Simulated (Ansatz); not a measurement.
**K₂LiAlF₆: reading a single point**

```
K Li Al F
1.0
     0.00000    3.94626    3.94626
     3.94626    0.00000    3.94626
     3.94626    3.94626    0.00000
K Li Al F
2 1 1 6
Cartesian
  1.9731 1.9731 1.9731
  5.9194 5.9194 5.9194
  3.9463 3.9463 3.9463
  0.0000 0.0000 0.0000
  1.8240 3.9463 3.9463
  3.9463 1.8240 3.9463
  6.0686 3.9463 3.9463
  3.9463 6.0686 3.9463
  3.9463 3.9463 1.8240
  3.9463 3.9463 6.0686
```

The numbers come from plane-wave PAW DFT (Ansatz): r2SCAN, no spin polarisation, 500 eV, 6×6×6 Γ-centred k points, gaussian occupations (width 0.0159 eV). Nothing was relaxed.

Forces: Nearly at rest: the largest force is 0.029 eV/Å.
Formation energy: -3.49 eV an atom against the elements' usual phases (free molecules for gases, crystals otherwise, with no correction for O₂ or N₂), so it is bound against them; other compounds may still compete. Relaxing would lower it.
Band edges: Within 0.7 eV of the edges, the states project mainly on F p (99 %) below the gap and on K s (49 %), F s (21 %) and Li s (16 %) above it.
Electronic structure: The gap is 8.67 eV, direct at the points sampled.

Origin: a database entry at a rescaled volume.
